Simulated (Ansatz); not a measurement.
MgS (rock salt), relaxed and computed with several functionals in Ansatz (plane waves, PAW).

```
functional  a (Å)  gap (eV)  B₀ by P(V) fit (GPa)
----------  -----  --------  --------------------
PBEsol        [?]       [?]                   [?]
PBE         5.230      2.76                  73.9
HSE06       5.194      3.82                  80.1
```

Problem. Complete the blanks.

Solution. 
- PBEsol, a (Å): 5.182
- PBEsol, gap (eV): 2.73
- PBEsol, B₀ by P(V) fit (GPa): 78.1

All cells were relaxed under the symmetry of their starts (and spin orders); stability against distortions was not tested throughout.

Potentials: the later of the program's two PAW sets.

Ansatz (a quantum-chemistry and plane-wave program) is a plane-wave DFT program.
